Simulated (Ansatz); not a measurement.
The following input was run with Ansatz 0.2.0.

```yaml
crystal:
  lattice:
    - [6.435762, 0.075348, -0.186572]
    - [0.075348, 6.546716, 0.232853]
    - [-0.186572, 0.232853, 6.296775]
  atoms:
    - { symbol: Mo, position: [0.5134716298, 0.7822616863, 0.6893605523] }
    - { symbol: Mo, position: [0.7369238676, 0.5288159927, 0.9272607645] }
    - { symbol: Mo, position: [0.554874838, 0.7948823124, 0.2319474719] }
    - { symbol: Mo, position: [0.5644408779, 0.2741023679, 0.164574334] }
    - { symbol: Mo, position: [0.0246536736, 0.6994390273, 0.2587703448] }
    - { symbol: Mo, position: [0.2994400415, 0.9845651137, 0.9721628226] }
    - { symbol: Mo, position: [0.9821357607, 0.2546676363, 0.1832732869] }
    - { symbol: Mo, position: [0.2787862834, 0.550927421, 0.9806733733] }
    - { symbol: Mo, position: [0.2730634242, 0.0214815171, 0.3937526173] }
    - { symbol: Ta, position: [0.0738572083, 0.2345292868, 0.7468089081] }
    - { symbol: Ta, position: [0.0101081861, 0.7756833352, 0.7598672643] }
    - { symbol: Ta, position: [0.5217443511, 0.2351002733, 0.703106772] }
    - { symbol: Ta, position: [0.2713585907, 0.4689427714, 0.4086903785] }
    - { symbol: Ta, position: [0.7146482567, 0.5150398138, 0.4808518617] }
    - { symbol: Ta, position: [0.772299929, 0.0311193808, 0.4422366336] }
    - { symbol: Ta, position: [0.7711312592, 0.0190248328, 0.9427353947] }
basis:
  ecutwfc: 420
kpoints:
  mp_grid: { grid: [4, 4, 4] }
hamiltonian:
  xc: pbe
scf:
  occupations: { method: fermi_dirac, width: 0.2758 }
output:
  forces: true
  stress: true
  eigenvalues: true
  populations: true
  write_density: true
  write_potential: true
  elf: true
  volumetric_format: npy
```

Run as
```bash
ansatz run input.yaml --threads 2 --pin off --max-ram 5120MiB --backend cpu --events-out ev --progress --plain --runs-dir out
```

The calculation used DFT PBE, scalar-relativistic, plane waves, PAW (Ansatz 0.2.0).

Abridged output:

```
band count auto-derived: 139 (N_el = 217.0; filled up to band 109; 131 by the electrons, moments and atoms)
Pseudopotentials: kind: paw
Pseudopotential: Mo, paw, valence charge 14, recommended cutoff 420 eV (normal)
Pseudopotential: Ta, paw, valence charge 13, recommended cutoff 420 eV (normal)
Functional definition: PBE
Crystal: 16 atoms, lattice volume = 264.684 Å³
Basis set: ecut = 420 eV, 5185 PW (Γ), exchange–correlation on 90×90×90 points (8 copies of the dense FFT grid, shifted against one another)
Bands: 139, of which v1, the nominal top of the filled ones, is band 109 counted from 1 (108 counted from 0)
Symmetry: 1 space group operations
Space group: P1 (ITA 1), of the structure as read, at distance tolerance 6.4e-5 Å
k-points: 36 of 64 (time reversal used)
Initial density: superposition of atomic densities (neutral atoms: chi_scale 0, normalization atom), corrected by the library's trained network
Initial wavefunctions: pseudopotential atomic-orbital guess
Functional: x = pbe(κ = 0.804, μ = 0.21951497), c = pbe(β = 0.06672455)
SCF iter   1: F=—  HF=-114123.882286 eV  |F-HF|=—  |Δ(HF+E_count)|=         —  Δρ=7.85e-3  dr2=3.75e-1  ethr=1.77e-3  ⟨swp⟩=4.9  Hψ=17906  notcnv=0
SCF iter   2: F=—  HF=-114123.853628 eV  |F-HF|=—  |Δ(HF+E_count)|=   2.87e-2  Δρ=4.24e-3  dr2=1.11e-1  ethr=1.73e-4  ⟨swp⟩=1.0  Hψ=5760  notcnv=0
SCF iter   3: F=—  HF=-114123.841949 eV  |F-HF|=—  |Δ(HF+E_count)|=   1.17e-2  Δρ=5.14e-4  dr2=1.09e-3  ethr=5.09e-5  ⟨swp⟩=1.8  Hψ=5117  notcnv=0
SCF iter   4: F=—  HF=-114123.841653 eV  |F-HF|=—  |Δ(HF+E_count)|=   2.96e-4  Δρ=1.14e-4  dr2=6.31e-5  ethr=5.03e-7  ⟨swp⟩=2.0  Hψ=6733  notcnv=0
SCF iter   5: F=—  HF=-114123.841355 eV  |F-HF|=—  |Δ(HF+E_count)|=   2.98e-4  Δρ=2.95e-5  dr2=3.05e-6  ethr=2.91e-8  ⟨swp⟩=2.0  Hψ=6942  notcnv=0
SCF iter   6: F=—  HF=-114123.841354 eV  |F-HF|=—  |Δ(HF+E_count)|=   3.35e-7  Δρ=5.72e-6  dr2=1.14e-7  ethr=1.41e-9  ⟨swp⟩=2.0  Hψ=7234  notcnv=0
SCF iter   7: F=-114123.841354 eV  HF=-114123.841354 eV  |F-HF|=3.11e-9  |Δ(HF+E_count)|=   1.69e-8  Δρ=1.19e-6  dr2=6.06e-9  ethr=4.61e-11  ⟨swp⟩=9.9  Hψ=29802  notcnv=0
SCF 1 converged in 7 iterations: F = -114123.841354 eV  dr2 = 6.06e-9
SCF converged after 7 iterations
Free energy (F): -114123.841354 eV
Harris-Foulkes:  -114123.841354 eV  (|F-HF|=3.11e-9)
Internal energy: -114120.176574 eV  (E = F + TS)
E sigma→0 (E₀):  -114122.008964 eV
Entropy (-TS):   -3.664781 eV (-229.049 meV/atom)
Fermi energy:    20.138222 eV
--- Per-component energies (eV) ---
  E_band       = -1191.794750
  E_kinetic    = 6576.997015
  E_local      = -11757.949901  (includes V_loc(G=0)·N_el)
  E_nonlocal   = 1411.463796
  E_hartree    = 4090.102998
  E_xc         = -3190.718441
  E_vxc        = -3503.033780  (∫ρ·V_xc dr)
  E_paw        = -87598.117622  (= ΣΔE_a)
  E_vpaw       = -2099.478105  (= ΣTr[D̂ρ^β])
  E_aug_tail   = 0.001426  (compensation charges beyond the density's cutoff)
  E_ewald      = -23651.955846
  E_smearing   = -3.664781  (= −TS)
--- Forces (eV/Å), atoms counted from 1 ---
  atom   1  Mo    -1.07561736    -0.19108522     0.54267909
  atom   2  Mo     1.85702776     0.04998202     1.49770339
  atom   3  Mo    -1.77430838    -1.93162081    -2.41194389
  atom   4  Mo    -3.62092093    -0.15688005     1.16157654
  atom   5  Mo    -2.47527947     3.87642706    -2.26464024
  atom   6  Mo    -0.62655581     0.83937518     0.16036867
  atom   7  Mo     3.05728988     1.32398183     0.30160588
  atom   8  Mo     0.36510927    -1.65319967    -1.49952622
  atom   9  Mo    -0.75108110    -0.43708297     2.00460898
  atom  10  Ta    -1.85380728     1.75174540    -1.58704795
  atom  11  Ta     1.49935570    -1.56002290    -3.11902232
  atom  12  Ta    -2.44255196     1.93900515    -1.04432621
  atom  13  Ta     1.39559461    -0.44436001     2.96196118
  atom  14  Ta     3.78987228    -0.77076333    -0.53937053
  atom  15  Ta     1.66747776    -0.89435849     1.78598695
  atom  16  Ta     0.98838614    -1.74117507     2.04937920
--- Stress (GPa, compression-positive) ---
       19.246068      -4.207961       3.045463
       -4.207961      16.122839      -5.544668
        3.045463      -5.544668      18.495647
  P = ⅓ Tr σ = 17.9549 GPa (179.549 kbar)
--- Band table (eV; the first three rows and the last of 36) ---
  k-point 0: bands = ["-47.3633", "-47.2686", "-47.2070", "-47.1671", "-47.0862", "-46.9686", "-46.8316", "-40.6069", "-40.5085", "-40.4820", "-40.4487", "-40.3982", "-40.3775", "-40.3404", "-40.3086", "-40.2686", "-15.5494", "-15.5109", "-15.4050", "-15.3052", "-15.2032", "-15.1679", "-15.0845", "-14.8759", "-14.8071", "-14.7935", "-14.7672", "-14.7587", "-14.7092", "-14.6820", "-14.6367", "-14.6007", "-14.5953", "-14.5222", "-14.5089", "-14.4411", "-14.3961", "-14.3731", "-14.3088", "-14.2698", "-14.2432", "-14.2032", "-14.1590", "-14.1396", "-14.0070", "-13.9822", "-13.8940", "-13.8547", "-13.8091", "-13.7678", "-13.6998", "-13.6518", "-13.6374", "-13.5908", "-13.5639", "-13.4541", "-13.3 ...
  k-point 1: bands = ["-47.3632", "-47.2685", "-47.2070", "-47.1670", "-47.0858", "-46.9694", "-46.8313", "-40.5995", "-40.5276", "-40.4702", "-40.4485", "-40.3983", "-40.3772", "-40.3433", "-40.3084", "-40.2665", "-15.5393", "-15.4772", "-15.3874", "-15.2762", "-15.1782", "-15.1340", "-15.0582", "-14.9476", "-14.8867", "-14.8267", "-14.7893", "-14.7495", "-14.7226", "-14.6928", "-14.6637", "-14.6168", "-14.5758", "-14.5431", "-14.4699", "-14.4187", "-14.3873", "-14.3671", "-14.3157", "-14.2769", "-14.2650", "-14.2016", "-14.1660", "-14.1346", "-14.0168", "-13.9902", "-13.8778", "-13.8385", "-13.7736", "-13.7512", "-13.6993", "-13.6491", "-13.6232", "-13.5800", "-13.5634", "-13.4638", "-13.3 ...
  k-point 2: bands = ["-47.3632", "-47.2684", "-47.2070", "-47.1670", "-47.0855", "-46.9701", "-46.8310", "-40.5889", "-40.5451", "-40.4635", "-40.4481", "-40.3983", "-40.3767", "-40.3461", "-40.3082", "-40.2645", "-15.5284", "-15.4353", "-15.3715", "-15.2300", "-15.1712", "-15.0762", "-15.0327", "-14.9941", "-14.9449", "-14.9063", "-14.8003", "-14.7773", "-14.7381", "-14.7148", "-14.6775", "-14.6165", "-14.5710", "-14.5462", "-14.4532", "-14.4090", "-14.3878", "-14.3656", "-14.3315", "-14.2596", "-14.2528", "-14.2250", "-14.1689", "-14.0873", "-14.0777", "-13.9910", "-13.8494", "-13.8434", "-13.7476", "-13.7199", "-13.6596", "-13.6486", "-13.6070", "-13.5982", "-13.5621", "-13.4789", "-13.3 ...
  k-point 35: bands = ["-47.3623", "-47.2686", "-47.2062", "-47.1679", "-47.0862", "-46.9707", "-46.8303", "-40.5857", "-40.5301", "-40.4840", "-40.4584", "-40.4004", "-40.3665", "-40.3443", "-40.3050", "-40.2651", "-15.5060", "-15.4221", "-15.3506", "-15.1832", "-15.1280", "-15.0097", "-14.9718", "-14.9361", "-14.9102", "-14.8778", "-14.8462", "-14.8244", "-14.7446", "-14.7370", "-14.6915", "-14.6564", "-14.5985", "-14.5894", "-14.5404", "-14.4808", "-14.4344", "-14.4029", "-14.3524", "-14.2604", "-14.2216", "-14.2156", "-14.1548", "-14.0650", "-14.0472", "-14.0002", "-13.9629", "-13.8519", "-13.7605", "-13.7070", "-13.6961", "-13.6372", "-13.6220", "-13.5668", "-13.5167", "-13.4824", "-13. ...
--- Löwdin populations: 16 sites ---
  site symbol q [e]
     0     Mo     13.9796
     1     Mo     14.0242
     2     Mo     14.0496
     3     Mo     14.0208
     4     Mo     14.0277
     5     Mo     14.0207
     6     Mo     14.0467
     7     Mo     14.0092
     8     Mo     13.9786
     9     Ta     12.7786
    10     Ta     12.7776
    11     Ta     12.8929
    12     Ta     12.7934
    13     Ta     12.8103
    14     Ta     12.8036
    15     Ta     12.8880
  spilling = 0.005062 (of n_electrons = 217.000000)
```

The calculation finished and met its thresholds.

Time: 110 s on 2 threads of Arm Neoverse V1, on a shared host, peak memory 1.2 GiB.

Spin-orbit coupling is left out, which matters for the bands of heavy elements.